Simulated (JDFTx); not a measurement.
System: Cu(100) (Fm-3m bulk; lattice of mp-30, not re-optimised at this level), 1x1 cell of 4 atoms in 4 planes, area 6.40 Å² a face, 5.4 Å between the outermost planes in a cell 21.4 Å high; k mesh 8×8×1, Fermi width 0.01 Ha, no spin polarisation.

Method: PBE, GBRV ultrasoft potentials, plane waves to 20/100 Ha, in a modified build of JDFTx. Liquid: soft-sphere model, water, 0.5 M NaF. The neutral cell holds 76 valence electrons and has two faces of 6.399 Å² each. Last filling lines of the neutral and of a charged run (μ in hartree, zero in the bulk liquid):

```
FillingsUpdate:  mu: -0.132600476  nElectrons: 76.000000
FillingsUpdate:  mu: -0.142955000  nElectrons: 75.915730
```

A calculation by hand: both potentials, by the convention U = −μ/e − 4.44 V vs SHE, the surface charge density and the mean capacitance.

U_pzc = 0.13260 × 27.2114 − 4.44 = -0.83 V; U = 0.14295 × 27.2114 − 4.44 = -0.55 V. The cell has -0.0843 excess electrons, a net charge of 0.0843 e, shared by two faces: σ = 0.0843 e / (2 × 6.399 Å²) = 0.00658 e/Å² = 10.5 μC/cm² (1 e/Å² = 1602.18 μC/cm²). C = σ/(U − U_pzc) = 10.5/0.28 ≈ 37 μF/cm².
